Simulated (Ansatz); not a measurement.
6 guesses for Si4P and where they end

Level of theory: Ansatz, DFT PBE, scalar-relativistic, plane waves, PAW. All cells share a 420 eV cutoff and Γ-centred k meshes spaced at most about 0.3 Å⁻¹ (about 0.25 or finer for metals, 2π included). No spin polarisation in the final relaxations.

Each guess was relaxed in cell and atoms at zero pressure, within the symmetry of its start. All energies are static (0 K, no zero-point motion). Coordination counts Si atoms around P (those within 1.25 times the shortest such distance or 1.15 times the sum of covalent radii, 1.27 where that leaves under three; a plus sign parts nearer from farther groups; the shortest distance is added where it exceeds 1.18 times the sum of covalent radii).

| guess | made from | start group | V start (Å³/atom) | end group | V end (Å³/atom) | coordination at the end | gap on mesh (eV) | E over the lowest end (meV/atom) |
| --- | --- | --- | --- | --- | --- | --- | --- | --- |
| 1 | random cell | Pm-3m | 16.8 | Pm-3m | 19.2 | P 12+8 from 3.2 Å | 0 | 608 |
| 2 | Hg4Pt type | Im-3m | 15.5 | Im-3m | 16.9 | P 8 | 0 | 239 |
| 3 | EuAl4 type | I4/mmm | 18.3 | I4/mmm | 16.9 | P 18 from 3.1 Å | 0 | 144 |
| 4 | TiAu4 type | I4/m | 14.5 | I4/mmm | 15.1 | P 8 | 0 | 0 |
| 5 | random cell | P-6m2 | 16.5 | P-6m2 | 23.0 | P 3 | 0 | 719 |
| 6 | random cell | P6/mmm | 18.3 | ? | ? | ? | ? | ? |

Guess 6 as it starts:

```cif
data_structure
_symmetry_space_group_name_H-M 'P 1'
_symmetry_Int_Tables_number 1
_cell_length_a 4.3559
_cell_length_b 4.3559
_cell_length_c 5.5688
_cell_angle_alpha 90.000
_cell_angle_beta 90.000
_cell_angle_gamma 120.000
_cell_volume 91.51
loop_
_atom_site_label
_atom_site_type_symbol
_atom_site_fract_x
_atom_site_fract_y
_atom_site_fract_z
_atom_site_occupancy
Si1 Si 0.33333 0.66667 0.00000 1
Si2 Si 0.66667 0.33333 0.00000 1
Si3 Si 0.00000 0.00000 0.27642 1
Si4 Si 0.00000 0.00000 0.72358 1
P1 P 0.00000 0.00000 0.00000 1
```

Problem. Predict the end of this guess and its energy over the lowest end.

Solution. It ends in space group P6/mmm (No. 191), with a = 4.373 Å, c = 6.845 Å, 22.7 Å³/atom and no gap. It lies 0.74 eV/atom over the lowest end, above guess 5 and so the highest of the set. Counting Si atoms around P, this end has P 2+6 and the lowest (guess 4) has P 8. This end holds Si–Si nets (shortest 2.29 Å); in the lowest (guess 4) the shortest Si–Si distance is 2.62 Å, near bonding range too.

```cif
data_structure
_symmetry_space_group_name_H-M 'P 1'
_symmetry_Int_Tables_number 1
_cell_length_a 4.3731
_cell_length_b 4.3731
_cell_length_c 6.8448
_cell_angle_alpha 90.000
_cell_angle_beta 90.000
_cell_angle_gamma 120.000
_cell_volume 113.36
loop_
_atom_site_label
_atom_site_type_symbol
_atom_site_fract_x
_atom_site_fract_y
_atom_site_fract_z
_atom_site_occupancy
Si1 Si 0.33333 0.66667 0.00000 1
Si2 Si 0.66667 0.33333 0.00000 1
Si3 Si 0.00000 0.00000 0.33300 1
Si4 Si 0.00000 0.00000 0.66700 1
P1 P 0.00000 0.00000 0.00000 1
```

The zero of energy is the elements' standard structures at the same level; no fitted shifts are applied. The references include black phosphorus.

Problem. Is the lowest end bound against the elements?

Solution. No: its formation energy is +0.41 eV/atom. A positive value: parting into the elements would lower its energy.

A magnetic state wasn't ruled out in cells without spin, among them I4/mmm at 15.1 Å³/atom, I4/mmm at 16.9 Å³/atom, Im-3m, Pm-3m, P-6m2 and others. The reference form of P is held partly by dispersion forces, which this level lacks. Cells relaxed within their symmetry can be saddle points; a later kick test found a lower structure for Si4P P-6m2. A lower structure may well exist outside this small set. Some structure types and database cells were kept out of the candidates from the start, so a known form may be missing.
